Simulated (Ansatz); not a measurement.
In DFT-PBE in the program Ansatz with PAW potentials, AlB₂Ru₂ in the orthorhombic phase (Cmmm; Al on 2a, Ru on 4j, B on 4i) relaxes to a = 2.947 Å, b = 12.849 Å, c = 2.822 Å. Its formation energy from the elements is -0.35 eV/atom, with no fitted shifts.

Electronic character: metallic (no gap).

The start of the workflow was typed in or built on a structure type; neither database checked (COD, Materials Project) lists it. Its standing as an ambient phase is unchecked. Symmetry was held in the PBE relaxation; its stability against distortions is not shown here. The run is not spin-polarised. The volume moved by 19 % from the start of the relaxation. The references are the lowest solids computed at this level, not always the standard phases. Scalar-relativistic: spin–orbit coupling is off unless named, which matters more the heavier the elements.

Potentials: the later of the program's two PAW sets.
